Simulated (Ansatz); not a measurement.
Sn:
```
CELL_PARAMETERS angstrom
      3.17792     0.00000     0.00000
     -1.58896     2.75216     0.00000
      0.00000     0.00000     2.98690
ATOMIC_POSITIONS crystal
  Sn 0.00000 0.00000 0.00000
```

Relaxed with LDA. Special points in fractions of this cell's reciprocal vectors: Γ (0.000, 0.000, 0.000); M (0.500, 0.000, 0.000); K (0.333, 0.333, 0.000); A (0.000, 0.000, 0.500); L (0.500, 0.000, 0.500); H (0.333, 0.333, 0.500).

Question: List the band energies nearest the Fermi level at these points for LDA in the plane-wave PAW code Ansatz.

Answer: In eV from the Fermi level; about four levels below and three above (degenerate sets whole), none deeper than 8.9 eV; … stands for higher levels left out; points with the same levels are listed once.

```json
[
 {"k": "Γ", "below": "–", "above": "5.46 7.23 7.23"},
 {"k": "M", "below": "-7.16 -4.87", "above": "3.38 7.22 …"},
 {"k": "K", "below": "-6.26 -2.95 -2.95", "above": "10.09 …"},
 {"k": "A", "below": "-8.18 -5.12", "above": "10.25 10.25 …"},
 {"k": "L", "below": "-3.51 -2.29 -1.73", "above": "3.09 …"},
 {"k": "H", "below": "-2.45 -1.01 -0.31 -0.31", "above": "…"}
]
```

Space group P6/mmm (simple hexagonal). The start of the workflow was typed in or built on a structure type; neither database checked (COD, Materials Project) lists it. It is not the phase usual at ambient conditions (space group No. 141). The cell was relaxed with LDA under the symmetry of its start; whether a distortion lowers the energy is not shown. Spin–orbit coupling is left out wherever it is not named.

Potentials: the later of the program's two PAW sets.
